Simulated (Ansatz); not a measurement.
**Rb$_{2}$PdC$_{2}$: a fit and a missing row**

Rb$_{2}$PdC$_{2}$, P-3m1, a = 5.205 Å, c = 5.196 Å. The structure is a COD entry; whether it is the stable form wasn't checked. Ansatz: LDA, PAW, 420 eV, Γ-centred 6×6×6 mesh on 5 atoms, Gaussian smearing 0.02 eV; no spin polarisation. Shape and atoms are relaxed at each volume; pressure is positive in compression.

```tsv
V (Å³/atom)	P (GPa)
21.455	5.33
22.187	3.62
22.918	2.20
23.650	1.01
24.381	0.00
25.113	-0.84
25.844	?
26.819	-2.29
```

Task: Take V0 = 24.381 Å³/atom, fit the third-order Birch–Murnaghan form to the other rows, and predict the missing pressure.

Result: With the Eulerian strain f = ½[(V0/V)^(2/3) − 1] and y = P/[3f(1 + 2f)^(5/2)], the form is the line y = B0 + 1.5 B0 (B0′ − 4) f. Rows (f, y): 0.04448, 32.3; 0.03244, 31.8; 0.02106, 31.4; 0.01025, 31.2; -0.00976, 30.1; -0.03078, 29.1. Means f = 0.01128, y = 30.983; Σ(Δf)² = 0.003858, ΣΔfΔy = 0.1626; the slope is their ratio. y = 30.51 + 42.15 f GPa, so B0 = 30.5 GPa and B0′ = 4 + 2 × (42.15)/(3 × 30.51) = 4.92. At V = 25.844, f = -0.01905, y = 29.71 and P = -1.54 GPa. The run gave -1.53 GPa, so the fit is 0.01 GPa too low, within the rms miss on the fitted rows (0.01 GPa).